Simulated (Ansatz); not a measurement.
One crystal and one scan (scan of one atom of the cell) at two levels, r2SCAN (plane waves to 500 eV, PAW, scalar-relativistic; Ansatz, a program for electronic structure) and PBE (plane waves to 420 eV, PAW, scalar-relativistic; Ansatz), each from its own relaxed cell and on its own mesh. The cell shown is that of r2SCAN.

Starting cell, HfO₂ (fluorite):

```yaml
crystal:
  lattice:
    - [0.00000, 5.05847, 5.05847]
    - [2.52923, 0.00000, 2.52923]
    - [2.52923, 2.52923, 0.00000]
  atoms:
    - { symbol: Hf, position: [0.00000, 0.00000, 0.00000] }
    - { symbol: Hf, position: [0.50000, 0.00000, 0.00000] }
    - { symbol: O, position: [0.12500, 0.25000, 0.25000] }
    - { symbol: O, position: [0.62500, 0.25000, 0.25000] }
    - { symbol: O, position: [0.37500, 0.75000, 0.75000] }
    - { symbol: O, position: [0.87500, 0.75000, 0.75000] }
```

In each cell atom 5 (O, nearest neighbour Hf at 2.190 Å; its periodic images, 3.6 Å or more away, move with it) moves by s·(0.577, 0.577, 0.577) (along Cartesian [111]), the rest being held.

The energy includes the smearing's −TS. HfO2 is run without spin polarisation. HfO2 was relaxed with its symmetry unable to fall. Spin-orbit coupling is left out, though Hf is heavy. This is a high-temperature form of HfO2. (PBE) Left out: 2 of 11 points, with atoms too close for the PAW data. (r2SCAN) Left out: 3 of 11 points, with atoms too close for the PAW data. Percentages come from the unrounded values.

Results of r2SCAN:

- Lattice constant a (Å) = 5.058
- Force constant k = d²E/ds² at s = 0 (finite differences) (eV/Å²) = 12.67
- Shape of the curve = a single well with its minimum at or next to zero displacement

### Question
Estimate the PBE values.

### Answer
```
quantity                                                            PBE     r2SCAN − PBE
----------------------------------------------------------------  -----  ---------------
Lattice constant a (Å)                                            5.098  -0.040 (-0.8 %)
Force constant k = d²E/ds² at s = 0 (finite differences) (eV/Å²)  11.35    +1.32 (+12 %)
```

r2SCAN gives the higher value for: force constant k = d²E/ds² at s = 0. r2SCAN gives the lower value for: lattice constant a. Both give the same shape of the curve: a single well with its minimum at or next to zero displacement.

(A displaced cell: forces are minus the slopes of the energy, force constants its curvatures, and phonons follow from these.)
